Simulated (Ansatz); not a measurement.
## Density of states of PbO2

```
Pb O
1.0
     4.95780    0.00000    0.00000
     0.00000    4.95780    0.00000
     0.00000    0.00000    3.38780
Pb O
2 4
Direct
  0.00000 0.00000 0.00000
  0.50000 0.50000 0.50000
  0.30670 0.30670 0.00000
  0.19330 0.80670 0.50000
  0.69330 0.69330 0.00000
  0.80670 0.19330 0.50000
```

The geometry is COD entry 9011216, unchecked; take it as a test cell.

Spin–orbit coupling is left out, though it moves levels of the heavy atoms by tenths of an eV or more.

The calculation used DFT, PBE, all-electron LAPW, scalar-relativistic (Ansatz 0.2.0).

Settings: a Γ-centred 4×4×6 k mesh, Fermi–Dirac smearing of 0.01 eV, basis error target 1 meV/atom, no spin polarisation.

States per eV and cell, averaged over 0.6 eV, from -8.2 to 4.8 eV, with energies (bin centres) from the valence-band top; empty bins are left out. The partial columns, the largest 4 alone, are projections on Löwdin-orthogonalised atomic shells (those that the program's projection atoms carry: the occupied ones and, for some elements, an empty d or f shell; other empty shells have no column), summed over atoms of an element. Weights on diffuse s and p shells depend on that basis and aren't pure angular character.

```json
{"E (eV)": "-8.0", "total": "0.53", "O 2p": "0.24", "Pb 6s": "0.25", "Pb 6p": "0.01", "O 2s": "0.02"}
{"E (eV)": "-7.4", "total": "2.28", "O 2p": "1.05", "Pb 6s": "1.04", "Pb 6p": "0.05", "O 2s": "0.10"}
{"E (eV)": "-6.8", "total": "1.66", "O 2p": "0.76", "Pb 6s": "0.71", "Pb 6p": "0.04", "O 2s": "0.12"}
{"E (eV)": "-6.2", "total": "1.10", "O 2p": "0.51", "Pb 6s": "0.43", "Pb 6p": "0.03", "O 2s": "0.10"}
{"E (eV)": "-5.6", "total": "0.60", "O 2p": "0.29", "Pb 6s": "0.22", "Pb 6p": "0.02", "O 2s": "0.06"}
{"E (eV)": "-5.0", "total": "0.34", "O 2p": "0.17", "Pb 6s": "0.11", "Pb 6p": "0.01", "O 2s": "0.03"}
{"E (eV)": "-4.4", "total": "1.01", "O 2p": "0.71", "Pb 6s": "0.05", "Pb 6p": "0.21", "O 2s": "0.03"}
{"E (eV)": "-3.8", "total": "2.89", "O 2p": "2.13", "Pb 6s": "0.04", "Pb 6p": "0.60", "O 2s": "0.05"}
{"E (eV)": "-3.2", "total": "4.60", "O 2p": "3.54", "Pb 6s": "0.04", "Pb 6p": "0.86", "O 2s": "0.08"}
{"E (eV)": "-2.6", "total": "3.11", "O 2p": "2.49", "Pb 6s": "0.01", "Pb 6p": "0.46", "O 2s": "0.07"}
{"E (eV)": "-2.0", "total": "3.20", "O 2p": "2.64", "Pb 6s": "0.05", "Pb 6p": "0.32", "O 2s": "0.10"}
{"E (eV)": "-1.4", "total": "4.60", "O 2p": "4.12", "Pb 6s": "0.03", "Pb 6p": "0.23", "O 2s": "0.08"}
{"E (eV)": "-0.8", "total": "9.53", "O 2p": "9.14", "Pb 6s": "0.02", "Pb 6p": "0.07", "O 2s": "0.03"}
{"E (eV)": "-0.2", "total": "4.55", "O 2p": "4.41", "Pb 6s": "0.01", "Pb 6p": "0.03", "O 2s": "0.01"}
{"E (eV)": "0.4", "total": "0.03", "O 2p": "0.02", "Pb 6s": "0.00", "Pb 6p": "0.00", "O 2s": "0.00"}
{"E (eV)": "1.0", "total": "0.17", "O 2p": "0.10", "Pb 6s": "0.05", "Pb 6p": "0.01", "O 2s": "0.02"}
{"E (eV)": "1.6", "total": "0.31", "O 2p": "0.16", "Pb 6s": "0.10", "Pb 6p": "0.01", "O 2s": "0.03"}
{"E (eV)": "2.2", "total": "0.51", "O 2p": "0.25", "Pb 6s": "0.18", "Pb 6p": "0.02", "O 2s": "0.04"}
{"E (eV)": "2.8", "total": "1.09", "O 2p": "0.54", "Pb 6s": "0.41", "Pb 6p": "0.05", "O 2s": "0.07"}
{"E (eV)": "3.4", "total": "2.35", "O 2p": "1.12", "Pb 6s": "0.93", "Pb 6p": "0.12", "O 2s": "0.12"}
{"E (eV)": "4.0", "total": "1.85", "O 2p": "0.92", "Pb 6s": "0.78", "Pb 6p": "0.06", "O 2s": "0.05"}
{"E (eV)": "4.6", "total": "0.36", "O 2p": "0.18", "Pb 6s": "0.16", "Pb 6p": "0.00", "O 2s": "0.00"}
```

Q: Which of the resolved shells contributes most in the top eV of the valence band?

A: O 2p, with 96 % of all states there; Pb 5d follows with 2 %.
